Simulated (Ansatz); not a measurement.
CuPd:
```yaml
crystal:
  lattice:
    - [1.35341, 0.78139, 4.21410]
    - [-1.35341, 0.78139, 4.21410]
    - [0.00000, -1.56279, 4.21410]
  atoms:
    - { symbol: Cu, position: [0.00000, 0.00000, 0.00000] }
    - { symbol: Pd, position: [0.50000, 0.50000, 0.50000] }
```

Relaxed with r²SCAN. Special points in fractions of this cell's reciprocal vectors: Γ (0.000, 0.000, 0.000); T (0.500, 0.500, 0.500); H2 (0.810, 0.190, 0.500); H0 (0.500, -0.190, 0.190); L (0.500, 0.000, 0.000); S0 (0.345, -0.345, 0.000); S2 (0.655, 0.000, 0.345); F (0.500, 0.000, 0.500).

Task: List the band energies nearest the Fermi level at these points for the program Ansatz at the r²SCAN level (PAW).

Result: In eV from the Fermi level; about four levels below and three above (degenerate sets whole), none deeper than 8.9 eV; … stands for higher levels left out; points with the same levels are listed once.

| k | below | above |
|---|---|---|
| Γ | -1.61 -1.61 -0.49 -0.49 | 0.83 … |
| T | -1.76 -1.76 -1.16 -1.16 | … |
| H2 | -1.72 -1.65 -1.08 -0.59 | 4.24 5.38 … |
| L | -2.37 -1.97 -1.80 -1.28 | 0.10 1.72 3.37 |
| S0 | -1.76 -1.56 -1.13 -0.65 | 4.32 5.20 … |
| F | -1.30 -0.97 -0.54 -0.27 | 0.10 0.13 2.94 |

Space group R-3m. The first step of the workflow began from a Materials Project structure, measured or hypothetical; the Crystallography Open Database copy checked does not list it. COD files the formula under space group No. 221. With Cu and Pd taken as one species the cell has the higher symmetry Fm-3m, so it may be an ordered model of a mixed-site phase. Its standing as an ambient phase is unchecked. The r²SCAN relaxation kept the symmetry of its start; its stability against distortions is not shown here. The run is not spin-polarised. Spin–orbit coupling is left out wherever it is not named.

Potentials: the later of the program's two PAW sets.
